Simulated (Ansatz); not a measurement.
# Calculated O-17 nuclear quadrupole resonance for SiO2

Cell: a structure deposited in the COD (the cell was measured well above room temperature) whose atoms were relaxed with PBE, the cell held.

Space group P4_12_12 (No. 92); a = 4.9890, c = 6.9910 Å.

| site | Wyckoff | site symmetry | x | y | z |
| --- | --- | --- | --- | --- | --- |
| Si | 4a | ..2 | 0.3028 | 0.3028 | 0.0000 |
| O | 8b | 1 | 0.2377 | 0.1119 | 0.1826 |

One atom of each set is listed.

Method: Kohn–Sham DFT in Ansatz, r2SCAN, plane waves and PAW, scalar-relativistic, 500 eV cutoff, Γ-centred 4×4×3 k-points, Fermi–Dirac smearing 0.02 eV.

O-17: I = 5/2, Q = -25.58 mb (year-2017 value). Static lattice, zero field.

(1) The simulated lines lie at 0.902, 1.74 MHz. What are |C_Q|, η and |V_zz| at O?

Results:

(1) For I = 5/2 and η = 0 the lines are 3|C_Q|/20 and twice that; η pulls their ratio below 2. Here |C_Q| = 5.83 MHz, η = 0.17 and |V_zz| = 9.42 × 10²¹ V/m². The calculation gives V_zz positive; the lines don't show the sign. The site has 2 Si at 1.63 Å, angle 144°.

At O V_zz runs parallel to the line that joins its two neighbours (within 1°).

The largest force is 0.3 eV/Å, so the atoms aren't at the calculated equilibrium and relaxing them would move these values.

The run took 28 s of wall time (28 s of CPU time) and 0.7 GiB at its peak, on 1 thread of Arm Neoverse V1 (aarch64; 8 cores open to the job, memory cap 2.5 GiB, no GPU), a shared host with a load of 0.4 a core.
